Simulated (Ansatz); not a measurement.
Problem. TiO₂ in space group Pbca (No. 61; Ti on 8c, O on 8c, O on 8c) is relaxed with PBEsol (plane waves, PAW; program Ansatz). What lattice parameters of the conventional cell result?

Solution. a = 5.119 Å, b = 9.170 Å, c = 5.440 Å.

Problem. Give the free coordinates with the occupied sites.

Solution. In one choice of origin and axes:

| atom | site | symmetry | x | y | z |
|---|---|---|---|---|---|
| Ti | 8c | 1 | 0.1380 | 0.3711 | 0.4048 |
| O | 8c | 1 | 0.4647 | 0.2700 | 0.3907 |
| O | 8c | 1 | 0.3158 | 0.4897 | 0.1485 |

Problem. Is it a metal or does it have a gap at this level?

Solution. A gap of 2.35 eV, direct.

The PBEsol relaxation kept the symmetry of its start. No spin polarisation was allowed.

Potentials: the earlier of the program's two PAW sets. The files were generated under PBE; for other functionals the program regenerates the frozen cores, and for LDA and PBEsol the local potential too.
